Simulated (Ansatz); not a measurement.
The calculation used DFT PBE, scalar-relativistic, plane waves, PAW (Ansatz). All cells share a 420 eV cutoff and Γ-centred k meshes spaced at most about 0.3 Å⁻¹ (about 0.25 or finer for metals, 2π included). No spin polarisation in the final relaxations.

These are static total energies at zero pressure.

Compare these two cells of Hf2B3, each relaxed at this level.

1.

```
CELL_PARAMETERS angstrom
4.53563 0.00000 0.00000
-2.26782 3.92797 0.00000
0.00000 0.00000 4.69142
ATOMIC_POSITIONS crystal
Hf 0.33333 0.66667 0.50000
Hf 0.66667 0.33333 0.50000
B 0.00000 0.00000 0.83230
B 0.00000 0.00000 0.16770
B 0.00000 0.00000 0.50000
```

2.

```
CELL_PARAMETERS angstrom
4.17470 0.00000 0.00000
0.00000 4.17470 0.00000
0.00000 0.00000 4.17470
ATOMIC_POSITIONS crystal
Hf 0.00000 0.00000 0.00000
Hf 0.50000 0.50000 0.50000
B 0.00000 0.50000 0.50000
B 0.50000 0.00000 0.50000
B 0.50000 0.50000 0.00000
```

Question: Which form is favoured at zero pressure, and by what margin per atom?

Answer: Cell 1 is lower, by 74 meV/atom. Cell 1 has space group P6/mmm (No. 191), 16.7 Å³/atom and no gap on its mesh; cell 2 has space group Pm-3m (No. 221), 14.6 Å³/atom and no gap. Counting B atoms around Hf (those within 1.25 times the shortest such distance or 1.15 times the sum of covalent radii, 1.27 where that leaves under three; a plus sign parts nearer from farther groups; a slash parts the counts of unlike sites), cell 1 has Hf 3+6 and cell 2 has Hf 6/12. Cell 1 holds B–B chains (shortest 1.56 Å); in cell 2 the shortest B–B distance is 2.95 Å. The lower one is the more open, so pressure narrows the difference. Even the lower one lies +0.94 eV/atom against the reference forms of the elements (uncorrected), so neither is stable at this level. Both come from invented guesses.

Spin–orbit coupling, which can matter for Hf, is left out. A magnetic state wasn't ruled out in cells without spin, among them P6/mmm, Pm-3m. Cells relaxed within their symmetry can be saddle points.
